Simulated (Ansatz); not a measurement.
The numbers come from plane-wave PAW DFT (Ansatz): r2SCAN, no spin polarisation, 500 eV, 5×5×4 Γ-centred k points, fermi-dirac occupations (width 0.1 eV). Nothing was relaxed.

Computed maps in the lattice plane spanned by a (left to right, 5.69 Å, 17 points from zero) and b (bottom to top, 5.69 Å, 17 points from zero), 60° apart, at height 0.000 along c. The fields are smooth PAW ones with compensation charges, not the true ones near nuclei.

Valence density. Digits on a logarithmic scale: 0 up to 0.03 e/Å³, each further digit a factor of 1.6, 9 from 1.3 e/Å³ up:
```
99985358999853589
99985335899853358
78875323567653235
45554333445544333
43333455544444555
75323578865445688
98533589997545799
99854589999644699
99964469999854589
99975457999853358
78865445688753235
45554444455543333
43334455443334555
75323567653235788
98533589985335899
99853589998535899
89974479999744799
```

ELF. Ten even steps from '0' (0.01) to '9' (0.86):
```
44992069868960299
99994016999961049
89982001467641002
02420011011110110
30000366410001466
86101689961001699
99611699897101798
48940498469611696
46961169648940498
98971017989961169
89961001699861016
36641000146630000
00110111101100242
82001467641002899
99401699996104999
49920698689602994
04980389449830894
```

**Question.** The cell is Sr₃Nb₂RuO₉. Which atoms lie within 0.2 Å of this plane, and where (fractions of a and b)?

**Answer.** Sr at (0.00, 0.00), O at (0.50, 0.50), O at (0.00, 0.50), O at (0.50, 0.00). The whole cell:
```
Nb Ru Sr O
1.0
     2.84693    4.93103    0.00000
    -2.84692    4.93103    0.00000
     0.00000    0.00000    6.99788
Nb Ru Sr O
2 1 3 9
Direct
  0.33330 0.33340 0.17400
  0.66670 0.66660 0.82600
  0.00000 0.00000 0.50000
  0.00000 0.00000 0.00000
  0.33330 0.33340 0.66590
  0.66670 0.66660 0.33410
  0.50000 0.50000 0.00000
  0.00000 0.50000 0.00000
  0.50000 0.00000 0.00000
  0.17320 0.17320 0.32160
  0.65360 0.17320 0.32160
  0.17320 0.65360 0.32160
  0.34640 0.82680 0.67840
  0.82680 0.82680 0.67840
  0.82680 0.34640 0.67840
```

Origin: a known structure type with other elements, at an estimated volume, so it need not be a known compound. Caveats: atoms or cell far from equilibrium.
